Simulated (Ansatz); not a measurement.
Structure: PbOS as a Janus 2H monolayer, at its r2SCAN minimum. In-plane lattice: a = 3.480 Å, b = 3.480 Å, γ = 120.0°; thickness between the outer nuclei 2.90 Å. Pb has 3 O at 2.29 Å and 3 S at 2.70 Å; O has 3 Pb at 2.29 Å; S has 3 Pb at 2.70 Å.

The questions ask for values computed with the PAW code Ansatz on this geometry. The cell comes from a prototype generator: it can be a known phase or a hypothetical one. No magnetic order is allowed.

(1) What gap does PBE give, and where are the band edges?

(2) Estimate the gap with PBE+SOC on 12×12×1.

(3) Estimate the gap with r2SCAN on 12×12×1.

(4) Roughly how does the cost of the LDA run (12×12×1) compare with r2SCAN's (12×12×1)?

Results:

(1) PBE gives no gap: the lowest nominally empty band dips 0.16 eV below the top of the last filled one (its bottom at K–Γ (0.80 of the way from K), the top at Γ), so the cell is a metal or semimetal at this level.

(2) With PBE+SOC the bands overlap by 0.07 eV (counted from 1, band 26 peaks at Γ and band 27 bottoms out at K–Γ (0.80 of the way from K)): no gap.

(3) With r2SCAN the bands overlap by 0.11 eV (counted from 1, band 13 peaks at Γ and band 14 bottoms out at K–Γ (0.80 of the way from K)): no gap.

(4) About 0.4 times as much (17 core-seconds against 40 core-seconds, on 4 threads of Arm Neoverse V1, with other jobs on the host).

Only the levels marked +SOC include spin-orbit coupling.

Where an edge lies off the special points, it is a point of the mesh or the k point where a search put PBE's edge or least direct gap, reused for the other functionals, whose own edges may lie a little apart.

For some runs the program warns that the potential is rough where the density is thin, which bears on empty states near the vacuum.
